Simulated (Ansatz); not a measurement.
This LiHf2O2 structure is the end of a relaxation. The cell was found from a structure generator's guess, not taken from experiment.

Computed with DFT PBE, scalar-relativistic, plane waves, PAW in Ansatz 0.2.0. Cutoff 420 eV, Γ-centred mesh, Gaussian smearing, no spin polarisation.

```
CELL_PARAMETERS angstrom
3.58020 0.00000 0.00000
-1.79010 3.10054 0.00000
0.00000 0.00000 8.36465
ATOMIC_POSITIONS crystal
Li 0.00000 0.00000 0.00000
Hf 0.00000 0.00000 0.35301
Hf 0.00000 0.00000 0.64699
O 0.33333 0.66667 0.50000
O 0.66667 0.33333 0.50000
```

Formation energies are uncorrected and refer to the elements' standard structures at the same level (O₂ as a molecule).

Task: What space group does it have?

Result: P6/mmm (No. 191). Conventional cell: a = 3.580 Å, c = 8.365 Å. Li has 2 Hf at 2.95 Å and 6 Li at 3.58 Å; Hf is surrounded by 6 O at 2.41 Å, 1 Hf at 2.46 Å and 1 Li at 2.95 Å; O is surrounded by 3 O at 2.07 Å and 6 Hf at 2.41 Å.

Task: How far does it lie from the elements in energy?

Result: −0.51 eV/atom.

Task: Is it a metal?

Result: Yes, bands cross the Fermi level on the 12×12×6 mesh.

The last run used a 12×12×6 mesh (in the run's order of axes) for its 5-atom cell and Gaussian smearing of 0.10 eV. Spin–orbit coupling, which can matter for Hf, is left out. An odd number of electrons in the primitive cell allows no gap without spin; a larger cell or a magnetic state could open one. A structure relaxed within its symmetry needn't be a true minimum. Another cell of LiHf2O2 relaxed alike, in I4/mmm, lies 1.26 eV/atom lower, so this cell isn't the stable form at this level.
